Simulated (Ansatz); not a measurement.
The relaxed structure here is a generated cell of BeS: the first start was made by placing the elements on the sites of a structure type, and the end was not matched to a known phase here, so it may be hypothetical.

One stationary structure of BeS. Space group Pnma (No. 62). Method: r2SCAN (plane waves to 500 eV, PAW, scalar-relativistic; Ansatz, an electronic-structure program).

Space group Pnma (No. 62); a = 6.0130 Å, b = 3.4949 Å, c = 5.9807 Å, α = β = γ = 90.00°

```json
[
 {"atom": "Be", "site": "4c", "symmetry": ".m.", "x": "0.1460", "y": "0.7500", "z": "0.0935"},
 {"atom": "S", "site": "4c", "symmetry": ".m.", "x": "0.2122", "y": "0.2500", "z": "0.9114"}
]
```

Question: What is the computed band gap (r2SCAN)?

Answer: 4.34 eV, indirect (valence top at 86 % of the way from Y to Γ, conduction bottom at 29 % of the way from Y to Γ) (no spin-orbit coupling).

Question: Give the smallest direct gap at the level r2SCAN.

Answer: 4.55 eV at Γ.

No spin polarisation in the result.

The run could not lose the symmetry of its start: the end is stationary, and may be a saddle point rather than a minimum.
